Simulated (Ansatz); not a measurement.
Mo3Os:
```
Mo3Os
1.0
    4.94187     0.00000     0.00000
    0.00000     4.94187     0.00000
    0.00000     0.00000     4.94187
Mo Os
6 2
Direct
  0.25000   0.00000   0.50000
  0.75000   0.00000   0.50000
  0.50000   0.75000   0.00000
  0.50000   0.25000   0.00000
  0.00000   0.50000   0.75000
  0.00000   0.50000   0.25000
  0.00000   0.00000   0.00000
  0.50000   0.50000   0.50000
```

Relaxed with PBEsol. Special points in fractions of this cell's reciprocal vectors: Γ (0.000, 0.000, 0.000); X (0.000, 0.500, 0.000); M (0.500, 0.500, 0.000); R (0.500, 0.500, 0.500).

**Question.** List the band energies nearest the Fermi level at these points for PBEsol in the plane-wave PAW code Ansatz.

**Answer.** In eV from the Fermi level; about four levels below and three above (degenerate sets whole), none deeper than 8.9 eV; points with the same levels are listed once.

```tsv
k	below	above
Γ	-2.14 -2.14 -2.14 -1.44 -1.44 -1.44	0.51 0.51 0.51
X	-0.22 -0.22 -0.14 -0.14	0.20 0.20 1.44 1.44
M	-1.26 -1.26 -0.39 -0.39 -0.05	0.25 0.78 0.78
R	-1.33 -1.33 -1.33 -1.33 -1.33 -1.33	0.56 0.56 0.56 0.56 0.56 0.56
```

Space group Pm-3n (A15 (Cr3Si type)). The first step of the workflow began from a Materials Project structure, measured or hypothetical; the Crystallography Open Database files this formula in space group No. 223, but the cells were not matched. Whether it is the stable phase at ambient conditions was not checked. The PBEsol relaxation kept the symmetry of its start; whether a distortion lowers the energy is not shown. The run is not spin-polarised. Spin–orbit coupling is left out wherever it is not named.

Potentials: the later of the program's two PAW sets.
